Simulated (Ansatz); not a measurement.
**Mg2Al3MoS8: field gradients at two levels of theory**

Cell: a computed structure from the Materials Project (it need not be an observed phase), atoms as given.

Space group R-3m:H (No. 166); a = 7.2413, c = 18.0805 Å, γ = 120.00°.

| site | Wyckoff | site symmetry | x | y | z |
| --- | --- | --- | --- | --- | --- |
| Mg | 6c | 3m | 0.0000 | 0.0000 | 0.1262 |
| Al | 9e | .2/m | 0.6667 | 0.8333 | 0.3333 |
| Mo | 3b | -3m | 0.0000 | 0.0000 | 0.5000 |
| S7 | 18h | .m | 0.3038 | 0.1519 | 0.4101 |
| S9 | 6c | 3m | 0.0000 | 0.0000 | 0.7380 |

One atom of each set is listed; the run and its k-mesh use a cell of 14 atoms with edges of 7.33, 7.33, 7.33 Å.

First run. Level of theory: DFT, PBE, plane waves and PAW, scalar-relativistic, collinear spin, 420 eV cutoff, Γ-centred 5×5×5 k-points, Fermi–Dirac smearing 0.02 eV (Ansatz 0.2.0). Start moments as typed (μB): 2 on each Mo, none on the rest.

```
site  V_zz (10²¹ V/m²)     η  m (μB)
  Mg             -0.20  0.00    0.01
  Al             -0.31  0.66    0.03
  Mo             -2.37  0.00    1.91
  S7             -0.96  0.59    0.00
  S9             -0.57  0.00    0.03
```

Second run. The same atoms and settings, except that the functional is r2SCAN and the cutoff is 500 eV.

Task: Given the first result, estimate the second.

Result: 

```json
{"site": "Mg", "V_zz": "-0.20", "η": "0.00", "change of V_zz": "0.00", "m (μB)": "0.01"}
{"site": "Al", "V_zz": "-0.31", "η": "0.70", "change of V_zz": "0.00", "m (μB)": "0.03"}
{"site": "Mo", "V_zz": "-2.30", "η": "0.00", "change of V_zz": "+0.07", "m (μB)": "2.00"}
{"site": "S7", "V_zz": "-1.14", "η": "0.41", "change of V_zz": "-0.18", "m (μB)": "0.00"}
{"site": "S9", "V_zz": "-0.70", "η": "0.00", "change of V_zz": "-0.13", "m (μB)": "0.02"}
```

The largest change of V_zz is on S7, from -0.96 to -1.14. In per cent, |V_zz| changes by -3 on Mo, +18 to +24 on S (all sites that start above 0.5). Where |V_zz| stays above 0.1, η moves most on S7, from 0.59 to 0.41.

All moments are parallel here, as the start or the cell imposes; many such compounds order antiparallel, where fields and spin densities carried over to other atoms largely cancel. The magnetic order is the one that the run reached from its start moments, not necessarily the measured one.
For the first run: Without spin–orbit coupling (the program notes it for Mo) the gradients can shift somewhat, as the gap is small. With a gap of 0.8 eV on this mesh, small gradients can still move by 0.1 × 10²¹ V/m² or more as the k-mesh gets denser.
For the second run: The program didn't check the stability of this electronic state in full, so a lower one may lie near. Without spin–orbit coupling (the program notes it for Mo) the gradients are little affected as a rule: paired runs on crystals with a gap mostly move them by under 2 % at such atoms. With these PAW files V_zz is typically within 2 to 3 % of all-electron values, but misses above 10 % occur on Al.
